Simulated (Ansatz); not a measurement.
Consider a crystal of NbAl2 in space group I4/mmm (No. 139), with Al on 4e; Nb on 2a. The guess for NbAl2 was made by a generator: ordered superstructure of bcc (sublattice all; occupants of the shared sites, in ratio, Nb: 1, Al: 2).

Level of theory: DFT PBE, scalar-relativistic, plane waves, PAW in Ansatz. Cutoff 420 eV, Γ-centred mesh, Gaussian smearing, no spin polarisation.

Energies over the elements count from the elements' standard structures at the same level, with no fitted energy shifts.

Task: Predict the relaxed structure.

Result:

Space group I4/mmm (No. 139). a = 3.128 Å, b = 3.128 Å, c = 10.139 Å, α = 90.00°, β = 90.00°, γ = 90.00°
```json
{"atom": "Al", "site": "4e", "symmetry": "4mm", "x": "0.0000", "y": "0.0000", "z": "0.3280"}
{"atom": "Nb", "site": "2a", "symmetry": "4/mmm", "x": "0.0000", "y": "0.0000", "z": "0.0000"}
```

It has the MoSi2 (C11b) type. Al is surrounded by 4 Al at 2.72 Å, 4 Nb at 2.82 Å, 4 Al at 3.13 Å, 1 Nb at 3.33 Å and 1 Al at 3.49 Å; around Nb lie 8 Al at 2.82 Å, 4 Nb at 3.13 Å and 2 Al at 3.33 Å. Another local minimum with the same sites may exist.

Task: Where does its energy lie, and is it a metal?

Result: The energy over the elements is −0.12 eV/atom. The gap on the 20×20×20 mesh of the 3-atom cell is 0 eV (a metal).

The last run used Gaussian smearing of 0.10 eV. A structure relaxed within its symmetry needn't be a true minimum. Another cell of NbAl2 relaxed alike, in P-1, lies 75 meV/atom lower, so this cell isn't the stable form at this level.
